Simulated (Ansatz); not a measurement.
Data:

LuSe:
```
CELL_PARAMETERS angstrom
      0.00000     2.80309     2.80309
      2.80309     0.00000     2.80309
      2.80309     2.80309     0.00000
ATOMIC_POSITIONS crystal
  Lu 0.00000 0.00000 0.00000
  Se 0.50000 0.50000 0.50000
```

This is the r²SCAN-relaxed structure.

Q: All from plane-wave PAW r²SCAN (Ansatz code), unless another level is named. Predict the electronic character.

A: metallic (no gap).

Q: Next, the density of states at the Fermi level?

A: 0.46 states/eV per atom (mean over ±0.08 eV).

Q: And the formation energy from the elements (no fitted shifts)?

A: -1.77 eV/atom.

Space group Fm-3m (rock salt). The workflow started from a Materials Project entry (that database holds measured and hypothetical structures alike); the Crystallography Open Database files this formula in space group No. 225, but the cells were not matched. Whether it is the stable phase at ambient conditions was not checked. Symmetry was held in the r²SCAN relaxation; whether a distortion lowers the energy is not shown. With an odd number of electrons in the cell and no spin polarisation, the count alone makes it a metal. The references are the lowest solids computed at this level, not always the standard phases. Spin–orbit coupling is left out wherever it is not named.

Potentials: the later of the program's two PAW sets.
